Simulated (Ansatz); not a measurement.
Relaxation of TiB₂

The calculation used Ansatz 0.2.0, DFT PBE, scalar-relativistic, plane waves, PAW. (420 eV cutoff, 15×15×14 k-mesh, Gaussian smearing of 0.10 eV, no spin polarisation)

What was changed: biaxial strain in the a-b plane, c and atoms relaxed: +6.0 %.

Command:

```bash
ansatz run input.yaml --threads 1 --pin off --max-ram 1331MiB --backend cpu --events-out ev --progress --plain --runs-dir out
```

Input:

```yaml
crystal:
  lattice:
    - [3.2140731664, 0.0, 0.0]
    - [-1.6070365832, 2.7834690118, 0.0]
    - [0.0, 0.0, 3.1073440839]
  atoms:
    - { symbol: Ti, position: [0.0, 0.0, 0.0] }
    - { symbol: B, position: [0.3333333333, 0.6666666667, 0.5] }
    - { symbol: B, position: [0.6666666667, 0.3333333333, 0.5] }
basis:
  ecutwfc: 420
kpoints:
  mp_grid: { grid: [15, 15, 14] }
hamiltonian:
  xc: pbe
scf:
  occupations: { method: gaussian, width: 0.1 }
output:
  forces: true
  stress: true
  eigenvalues: true
relax:
  adjacent_minimum: "off"
  f_tol: 0.008
  max_steps: 40
  cell: { stress_tol: 0.015, fix: [a, b, gamma] }
```

F is the free energy. Steps run on the plane waves of an earlier cell, but the last one, and at times one on the way, on a freshly chosen basis, so a repeated geometry can differ a little in energy. The held parts of the cell keep their stress, so P needn't end at zero.

Steps:

```tsv
step	F − F(1) (eV)	largest force component (eV/Å)	V (Å³/atom)	P (GPa)
1	0.0000	0.000	9.266	-19.52
2	-0.0036	0.000	9.392	-21.75
3	-0.0038	0.000	9.371	-21.39
4	-0.0038	0.000	9.371	-21.38
5	-0.0042	0.000	9.371	-21.36
6	-0.0042	0.000	9.371	-21.38
7	-0.0042	0.000	9.371	-21.38
```

Relaxed structure:

```
CELL_PARAMETERS angstrom
3.21407 0.00000 0.00000
-1.60704 2.78347 0.00000
0.00000 0.00000 3.14257
ATOMIC_POSITIONS crystal
Ti 0.00000 0.00000 0.00000
B 0.33333 0.66667 0.50000
B 0.66667 0.33333 0.50000
```

It takes space group P6/mmm (No. 191, hexagonal). The conventional cell has a = 3.214 Å, b = 3.214 Å, c = 3.143 Å, α = 90.00°, β = 90.00°, γ = 120.00°. Around Ti (site symmetry 6/mmm) lie 12 B at 2.43 Å. B (site symmetry -6m2) is surrounded by 3 B at 1.86 Å.

The run converged. The run took of the order of 60 core-seconds.